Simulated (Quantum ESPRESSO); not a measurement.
# Planted mistakes on one cell of TaHfNbO6F2

Calculated results; nothing here was measured. They come from pw.x of Quantum ESPRESSO 7.5, a plane-wave density functional program, with PseudoDojo standard norm-conserving files (v0.5 for PBE, v0.4.1 for LDA and PBEsol). The cells are made up: elements, strain and atom displacements were drawn at random, and nothing was relaxed. There is no spin polarisation, spin-orbit coupling or dispersion term.

The hafnium file is less sure than the others, with forces about 3 percent (worst 6) and pressure in oxides about 1.5 GPa (worst 2.7) from a second method in checks, which no rerun with the same files tests.

The cell has 12 sites of a fluorite lattice. Sites 1 to 4 hold empty Ta Hf Nb; sites 5 to 12 hold O F O F O O O O. Cell vectors in Å: (5.046, 0.000, 0.000); (0.000, 5.046, 0.000); (0.000, 0.000, 5.046). Settings: PBE, cutoff 1143 eV, 4 x 4 x 4 k mesh shifted by half a step, Fermi-Dirac smearing of 0.025 eV.

The intended run has a self-consistency threshold of 1e-07 eV, a smearing term of 0.000 eV, a pressure of -11.95 GPa and 17 iterations. Each further run changes one thing: atoms of sites 2 and 4 exchanged; cutoff 793 eV; k mesh 2 x 2 x 2; one electron added; smearing 0.49 eV; threshold 0.04 eV. A coarse mesh keeps the shift, and a charged cell sits in a uniform background.

| run | change of free energy (eV) | smearing term -TS (eV) | change of P (GPa) | largest change of a force component (eV/Å) | iterations |
| --- | --- | --- | --- | --- | --- |
| A | 0.016 | 0.000 | 1.26 | 0.049 | 9 |
| B | 1.637 | 0.000 | -14.30 | 0.009 | 17 |
| C | 11.287 | -0.019 | 22.29 | 0.892 | 18 |
| D | -0.255 | 0.000 | -0.50 | 0.129 | 17 |
| E | -0.752 | -2.067 | 2.41 | 1.123 | 17 |
| F | -0.031 | 0.000 | -0.07 | 0.324 | 17 |

A rerun of the intended cell at 1467 eV and k mesh 6 x 6 x 6 moved values by no more than 0.002 eV in the cell's energy, 0.05 GPa in stress and 0.007 eV/Å in force.

Question: which change belongs to which run?

## Worked reading

Run A has the fewest iterations, as a run stopped early does. Run E has the largest smearing term, as wide smearing gives. Run B has a higher energy and the largest fall in pressure, as too small a basis gives. Energies from files of another functional, or of a charged cell, have another zero and say nothing on stability; the pressure of a charged cell rests on the program's zero of potential too.

## Key

| run | change |
| --- | --- |
| A | threshold 0.04 eV |
| B | cutoff 793 eV |
| C | one electron added |
| D | k mesh 2 x 2 x 2 |
| E | smearing 0.49 eV |
| F | atoms of sites 2 and 4 exchanged |